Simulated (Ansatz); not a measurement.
An element in the fcc structure gives these cold pressures by all-electron LAPW under LDA (Ansatz 0.2.0, scalar-relativistic, no spin polarisation).

```csv
V (Å³/atom),P (GPa)
33.40,0.00
31.73,0.51
28.39,2.00
25.05,4.48
21.71,8.79
18.37,16.80
15.03,33.1
13.36,47.8
```

(1) Which element is it?

Results:

(1) Na. Its zero-pressure volume in this structure is near 33.4 Å³/atom; the volume and the steepness of P(V) together point to it, though neighbours can come close. Other candidates weren't computed, and some may come near.
